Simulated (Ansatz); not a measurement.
A run on MgMnRe2H2O10

```yaml
crystal:
  lattice:
    - [7.5709527173, -2.877291523, 0.0]
    - [7.5709527173, 2.877291523, 0.0]
    - [-1.9499828082, 0.0, 5.667397141]
  atoms:
    - { symbol: Mg, position: [0.5, 0.5, 0.5] }
    - { symbol: Mn, position: [0.5, 0.5, 0.0], spin: 5.0 }
    - { symbol: Re, position: [0.8573135, 0.8573135, 0.180556] }
    - { symbol: Re, position: [0.1426865, 0.1426865, 0.819444] }
    - { symbol: H, position: [0.658193, 0.658193, 0.377582] }
    - { symbol: H, position: [0.341807, 0.341807, 0.622418] }
    - { symbol: O, position: [0.677131, 0.181702, 0.216912] }
    - { symbol: O, position: [0.181702, 0.677131, 0.216912] }
    - { symbol: O, position: [0.322869, 0.818298, 0.783088] }
    - { symbol: O, position: [0.818298, 0.322869, 0.783088] }
    - { symbol: O, position: [0.8012005, 0.8012005, 0.389718] }
    - { symbol: O, position: [0.1987995, 0.1987995, 0.610282] }
    - { symbol: O, position: [0.7750145, 0.7750145, 0.901139] }
    - { symbol: O, position: [0.2249855, 0.2249855, 0.098861] }
    - { symbol: O, position: [0.590354, 0.590354, 0.327859] }
    - { symbol: O, position: [0.409646, 0.409646, 0.672141] }
magnetization:
  spin_polarized: true
kpoints:
  mp_grid: { grid: [4, 4, 4] }
scf:
  occupations: { method: fermi_dirac, width: 0.02 }
  max_iter: 80
hamiltonian:
  xc: gga
  pseudopotentials: { kind: paw }
output:
  forces: true
  stress: true
  populations: true
  efg:
    quadrupole_moments_barn: { Mg: 0.1994, Mn: 0.33, Re: 2.18, H: 0.00285783, O: -0.02558 }
    contact_densities: true
```

```sh
ansatz run input.yaml --threads 1 --pin off --max-ram 3072MiB --backend cpu --events-out ev --progress --plain --runs-dir out
```

**Question.** Does this calculation finish, and if not, why?

**Answer.** The program refused the input. The input holds an unknown functional. The program says:

```
Error: YAML parse error: error: line 31 column 7: hamiltonian.xc: unknown variant `gga`, expected one of `lda`, `lda-pw`, `pw92`, `pbe`, `pbesol`, `rpbe`, `revpbe`, `blyp`, `pbe0`, `revpbe0`, `b3lyp`, `b3lyp5`, `hse06`, `wpbeh`, `hiss`, `lc_wpbe`, `cam_b3lyp`, `hf`, `r2scan`, `r2scanh`, `r2scan0`, `r2scan50`, `mr2scan`
  --> <input>:31:7
   |
29 |   max_iter: 80
30 | hamiltonian:
31 |   xc: gga
   |       ^ hamiltonian.xc: unknown variant `gga`, expected one of `lda`, `lda-pw`, `pw92`, `pbe`, `pbesol`, `rpbe`, `revpbe`, `blyp`, `pbe0`, `revpbe0`, `b3lyp`, `b3lyp5`, `hse06`, `wpbeh`, `hiss`, `lc_wpbe`, `cam_b3lyp`, `hf`, `r2scan`, `r2scanh`, `r2scan0`, `r2scan50`, `mr2scan`
32 |   pseudopotentials: { kind: paw }
33 | output:
   |
```

Against a sound input the change was `hamiltonian.xc`: pbe → gga; `scf.max_iter`: not typed → 80.

With the sound settings the run converges and gives V_zz (10²¹ V/m²) Mg -4.01 (η 0.05), Mn -13.43 (η 0.01), Re -2.20 (η 0.98), H 4.14 (η 0.05), O7 4.69 (η 0.11), O11 -2.28 (η 0.59), among others; a site carries the number of its first atom in the input. The largest force is 0.8 eV/Å, so the atoms aren't at the calculated equilibrium and relaxing them would move these values. Spin–orbit coupling is left out, which shifts gradients on Re by a few per cent, and by more where contributions nearly cancel. All moments are parallel here, as the start or the cell imposes; many such compounds order antiparallel, where fields and spin densities carried over to other atoms largely cancel. The magnetic order is the one that the run reached from its start moments, not necessarily the measured one.
